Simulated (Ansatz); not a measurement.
# MgNb₂Te₄Cl₁₀O: field gradients at two levels of theory

Cell: a Materials Project structure (computed, not necessarily an observed phase).

```
Mg Nb Te Cl O
1.0
     7.15868    0.00000    0.00000
     2.01298    8.87584    0.00000
     0.47296    1.20630    9.07246
Mg Nb Te Cl O
1 2 4 10 1
Cartesian
  5.5851 4.4050 8.8506
  5.2581 6.5618 5.7927
  4.4227 3.6822 3.4285
  3.1049 8.2428 1.4418
  1.5493 2.7016 8.7723
  7.9325 7.2883 0.2904
  6.4420 1.6448 7.4872
  3.8852 1.9354 1.4488
  3.8104 5.4203 7.6111
  6.3183 2.3512 3.8121
  2.6295 4.9576 2.4881
  5.8523 4.6950 1.5034
  3.0267 2.4540 4.8243
  7.0279 5.0761 6.9363
  6.8447 7.4085 4.3243
  3.3634 7.7070 5.1645
  5.8720 8.2597 7.4578
  4.8984 5.0383 4.6188
```

Sites (sets of like atoms) are named by element and the number of their first atom in this list.

First run. Level of theory: DFT, PBE, plane waves and PAW, scalar-relativistic, 420 eV cutoff, Γ-centred 5×4×4 k-points, Fermi–Dirac smearing 0.05 eV (Ansatz 0.2.0).

| site | atom | V_zz (10²¹ V/m²) | η |
| --- | --- | --- | --- |
| Mg | 1 | -1.05 | 0.96 |
| Nb2 | 2 | -9.61 | 0.43 |
| Nb3 | 3 | 4.93 | 0.22 |
| Te4 | 4 | -77.7 | 0.32 |
| Te5 | 5 | -85.5 | 0.28 |
| Te6 | 6 | -90.6 | 0.25 |
| Te7 | 7 | -78.0 | 0.24 |
| Cl8 | 8 | -7.90 | 0.56 |
| Cl9 | 9 | 8.35 | 0.92 |
| Cl10 | 10 | 7.85 | 0.18 |
| Cl12 | 12 | -10.18 | 0.70 |
| Cl14 | 14 | 8.96 | 0.77 |
| Cl16 | 16 | 7.06 | 0.37 |
| Cl17 | 17 | 8.76 | 0.26 |

Second run. The same atoms and settings, except that the functional is r2SCAN and the cutoff is 500 eV.

Question: What does the second run give?

Answer: 

```
site  atom   V_zz     η  change of V_zz
  Mg     1   1.03  1.00               –
 Nb2     2  -9.89  0.41           -0.28
 Nb3     3   4.84  0.23           -0.09
 Te4     4  -80.1  0.34           -2.41
 Te5     5  -87.2  0.31           -1.69
 Te6     6  -92.5  0.28           -1.91
 Te7     7  -80.1  0.27           -2.11
 Cl8     8  -7.55  0.60           +0.35
 Cl9     9   8.21  0.85           -0.14
Cl10    10   8.01  0.14           +0.16
Cl12    12  -9.75  0.76           +0.43
Cl14    14   8.68  0.75           -0.28
Cl16    16   7.27  0.31           +0.21
Cl17    17   8.60  0.25           -0.16
```

The largest change of V_zz along a kept axis is on Te4, from -77.7 to -80.1. In per cent, |V_zz| changes by -2 to +3 on Nb, +2 to +3 on Te, -4 to +3 on Cl (all sites that start above 2). On Mg the largest principal value lies along another axis in the second run, so the two V_zz can't be compared directly. The table leaves out 4 of the 18 sites, with |V_zz| up to 9.06; their tensors move by 0.37 at most along any direction. The statements above cover all sites.

With no gap above 0.1 eV, as in a metal, the gradients converge slowly in k; expect changes of a tenth or more on a denser mesh. Without spin–orbit coupling the gradients at and beside Te can be off by some per cent, at some sites by more. Semilocal functionals can leave a metal where correlation in the d or f shell opens a gap in the real compound, and that would change the values at and beside Nb.
For the first run: The largest force is 0.3 eV/Å, so the atoms aren't at the calculated equilibrium and relaxing them would move these values.
For the second run: The largest force is 0.5 eV/Å, so the atoms aren't at the calculated equilibrium and relaxing them would move these values.
